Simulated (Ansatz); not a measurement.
An Ansatz (a quantum-chemistry and plane-wave program) input:

Ansatz 0.2 input:
```yaml
crystal:
  lattice:
    - [-3.4765080418, 6.642853096, 3.2745806684]
    - [3.4765080418, -6.642853096, 3.2745806684]
    - [3.4765080418, 6.642853096, -3.2745806684]
  atoms:
    - { symbol: K, position: [0.6416770284, 0.6657978193, 0.3074748477] }
    - { symbol: K, position: [0.3583229716, 0.3342021807, 0.6925251523] }
    - { symbol: K, position: [0.8583229716, 0.1657978193, 0.0241207909] }
    - { symbol: K, position: [0.1416770284, 0.8342021807, 0.9758792091] }
    - { symbol: Ge, position: [0.25, 0.75, 0.5] }
    - { symbol: Ge, position: [0.75, 0.25, 0.5] }
    - { symbol: As, position: [0.8948840395, 0.6714395989, 0.5663236384] }
    - { symbol: As, position: [0.1051159605, 0.3285604011, 0.4336763616] }
    - { symbol: As, position: [0.6051159605, 0.1714395989, 0.7765555594] }
    - { symbol: As, position: [0.3948840395, 0.8285604011, 0.2234444406] }
kpoints:
  mp_grid: { grid: [4, 4, 4] }
hamiltonian:
  xc: hse06
  pseudopotentials: { kind: paw }
scf:
  n_extra_bands: 10
  occupations: { method: fixed }
output:
  eigenvalues: true
  eigenstates:
    e_range: [-9.0, 9.2]
    kpoints:
      - [0.5, 0.5, 0.5]  # VBM
      - [0.338542, 0.338542, -0.338542]  # CBM
```

Problem. How many symmetry operations and irreducible k-points will the run report?

Solution. 8 operations, 18 of 64 k-points.

Problem. With a cutoff of 420 eV, how many plane waves at Γ?

Solution. 5915.

It took very roughly 14 core-minutes on shared server cores.

The points marked VBM and CBM come from a semilocal run.

Space group Ibam. The workflow started from a Materials Project entry (that database holds measured and hypothetical structures alike); the Crystallography Open Database files this formula in space group No. 72, but the cells were not matched. Whether it is the stable phase at ambient conditions was not checked. The PBEsol relaxation kept the symmetry of its start; whether a distortion lowers the energy is not shown.

Potentials: the later of the program's two PAW sets.

Ansatz is a plane-wave DFT program.
